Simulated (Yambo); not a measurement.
Yambo run on TiO$_{2}$ (rutile, space group P4_2/mnm, No. 136). The wavefunctions come from this Quantum ESPRESSO step (LDA, PseudoDojo standard norm-conserving files, scalar-relativistic):

```
&CONTROL
  calculation = 'nscf'
  pseudo_dir = './pseudo'
  outdir = './out'
/
&SYSTEM
  ibrav = 0
  nat = 6
  ntyp = 2
  ecutwfc = 84.0
  ecutrho = 336.0
  occupations = 'fixed'
  force_symmorphic = .true.
  nbnd = 128
/
&ELECTRONS
  conv_thr = 6.000000000000001e-09
  diago_full_acc = .true.
  diago_thr_init = 1e-08
/
ATOMIC_SPECIES
O 15.9990 O.upf
Ti 47.8670 Ti.upf
CELL_PARAMETERS angstrom
  4.599840000000   0.000000000000   0.000000000000
  0.000000000000   4.599840000000   0.000000000000
  0.000000000000   0.000000000000   2.959210000000
ATOMIC_POSITIONS crystal
O   0.695680000000   0.695680000000   0.500000000000
O   0.304320000000   0.304320000000   0.500000000000
O   0.804320000000   0.195680000000   0.000000000000
O   0.195680000000   0.804320000000   0.000000000000
Ti   0.500000000000   0.500000000000   0.000000000000
Ti   0.000000000000   0.000000000000   0.500000000000
K_POINTS automatic
4 4 6 0 0 0
```

Yambo input:

```
rim_cut
gw0
dyson
el_el_corr
HF_and_locXC
ppa
em1d
RandQpts= 1000000
RandGvec= 1 Ry
EXXRLvcs= 84 Ry
VXCRLvcs= 336 Ry
Chimod= "HARTREE"
% BndsRnXp
 3 | 127 |
%
NGsBlkXp= 8 Ry
% LongDrXp
 1.0 | 1.0 | 1.0 |
%
PPAPntXp= 27.2114 eV
% GbndRnge
 1 | 127 |
%
GTermKind= "BG"
DysSolver= "n"
ExtendOut
% QPkrange
 1 | 1 | 24 | 25 |
 4 | 4 | 24 | 25 |
 9 | 9 | 24 | 25 |
 12 | 12 | 24 | 25 |
 21 | 21 | 24 | 25 |
 24 | 24 | 24 | 25 |
%
```

k points by index: 1 = Γ, 4 = Z, 9 = X, 12 = R, 21 = M, 24 = A.

Resulting energies as the program prints them:

```
#    K-point    Band    Eo [eV]    E [eV]    E-Eo [eV]    Vxc [eV]    Vnlxc [eV]    Sc|Eo [eV]    Sc|E [eV]    dSc/dw|Eo [eV]    Re(Z)    Im(Z)
#
    1    24    0.000000    -0.166031    -0.166031    -20.16376    -24.99231    4.609658    4.662516    -8.656912    0.758645    -0.001363
    1    25    1.803099    3.117609    1.314510    -20.06721    -12.12948    -6.236055    -6.623217    -8.013541    0.772501    -0.001482
    4    24    -1.444709    -1.754677    -0.309968    -19.42164    -24.61806    4.788750    4.886453    -8.574183    0.760399    -0.001125
    4    25    2.947269    4.175254    1.227985    -21.02331    -13.23456    -6.157473    -6.560761    -8.934586    0.752812    -0.002342
    9    24    -0.750980    -0.986926    -0.235946    -19.44575    -24.46770    4.711167    4.785996    -8.625429    0.759311    -0.001354
    9    25    2.465085    3.728625    1.263540    -20.27837    -12.46508    -6.161529    -6.549744    -8.359274    0.764992    -0.001674
    12    24    -1.052182    -1.313831    -0.261649    -19.33780    -24.40140    4.719232    4.801952    -8.597340    0.759905    -0.001805
    12    25    1.840260    3.084100    1.243839    -19.62000    -11.89464    -6.114199    -6.481524    -8.034823    0.772034    -0.001524
    21    24    -1.103284    -1.362374    -0.259089    -20.13867    -24.97253    4.496158    4.574767    -8.252606    0.767294    -0.001231
    21    25    1.839318    3.142922    1.303603    -20.06574    -12.28454    -6.095731    -6.477597    -7.970057    0.773456    -0.001466
    24    24    -0.684228    -0.929968    -0.245740    -20.13328    -25.08284    4.627611    4.703822    -8.434996    0.763368    -0.001319
    24    25    2.553423    3.767087    1.213664    -20.27059    -12.57356    -6.100531    -6.483363    -8.581699    0.760236    -0.002090
```
(The two width columns are left out.) Convergence of these settings isn't established.

Geometry of the Materials Project entry, not relaxed at this level.
